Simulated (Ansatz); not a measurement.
TiB2 (AlB2 type, space group P6/mmm)

```
TiB2
1.0
    6.04976     0.00000     0.00000
   -1.51244     2.61962     0.00000
    3.02488     0.00000     3.22383
Ti B
2 4
Direct
  0.00000   0.00000   0.00000
  0.50000   0.00000   0.00000
  0.91667   0.66667   0.50000
  0.41667   0.66667   0.50000
  0.08333   0.33333   0.50000
  0.58333   0.33333   0.50000
```

A phonon eigenvector at L = (0.5, 0.0, 0.5) is frozen into this cell: atom i moves by Q times the vector below, so Q is the largest atomic displacement, in Å. The cell is held. (q is in reciprocal vectors of the primitive cell; the cell shown is doubled to hold the pattern.)

```json
[
 {"atom": "B3", "x": "-0.500", "y": "0.866", "z": "0.000"},
 {"atom": "B4", "x": "0.500", "y": "-0.866", "z": "0.000"},
 {"atom": "B5", "x": "-0.500", "y": "0.866", "z": "0.000"},
 {"atom": "B6", "x": "0.500", "y": "-0.866", "z": "0.000"}
]
```

Atoms not listed stay in place.

All values below come from r2SCAN (plane waves to 500 eV, PAW, scalar-relativistic; Ansatz, an electronic-structure program). k mesh 18×18×18 (Γ-centred), Fermi-Dirac smearing 0.05 eV. Energies are smeared free energies. With partly filled bands, energies and forces of such displacements shift with the k mesh and the smearing. The PAW data are Ansatz's earlier set. TiB2 is run without spin polarisation. TiB2 was relaxed with its symmetry unable to fall. ΔE is measured from the undisplaced structure.

```csv
Q (Å),ΔE (meV/cell)
-0.280,1752
-0.187,788
-0.093,198
0.000,0
0.093,198
0.187,788
0.280,1752
```

Q: Which DFPT wavenumber at L = (0.5, 0.0, 0.5) belongs to this mode?
A) 319 cm⁻¹
B) 535 cm⁻¹
C) 879 cm⁻¹
D) 791 cm⁻¹

A: B, 535 cm⁻¹. The curvature of the scan gives 535 cm⁻¹

(A displaced cell: forces are minus the slopes of the energy, force constants its curvatures, and phonons follow from these.)
